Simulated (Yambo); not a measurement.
MgLa$_{2}$NiO$_{6}$ (space group R-3, No. 148), G0W0@PBEsol in Yambo with this input:

```
rim_cut
gw0
dyson
el_el_corr
HF_and_locXC
ppa
em1d
RandQpts= 1000000
RandGvec= 1 Ry
EXXRLvcs= 110 Ry
VXCRLvcs= 440 Ry
Chimod= "HARTREE"
% BndsRnXp
 6 | 189 |
%
NGsBlkXp= 7 Ry
% LongDrXp
 1.0 | 1.0 | 1.0 |
%
PPAPntXp= 27.2114 eV
% GbndRnge
 1 | 189 |
%
GTermKind= "BG"
DysSolver= "n"
ExtendOut
```

On a 2×2×2 mesh, with wavefunctions cut at 110 Ry, the gap (F → F) is 2.247 eV and the valence edge shifts by -0.145 eV.

Q: What happens with this change: no random integration?

A: The gap falls by 0.047 eV, to 2.200 eV; the shift of the valence edge becomes 0.120 eV. Neither run is shown to be the converged limit.

Geometry of the Materials Project entry, not relaxed at this level; primitive cell a = 5.4270 Å, b = 5.4270 Å, c = 5.4270 Å, α = 61.21°, β = 61.21°, γ = 61.21°.

The structure is a Materials Project entry; no match was found in the copy of COD used, and its stability was not checked.

The runs are not spin-polarised; magnetic order was not tried.

A shift is the quasiparticle energy of the state minus its PBEsol energy.
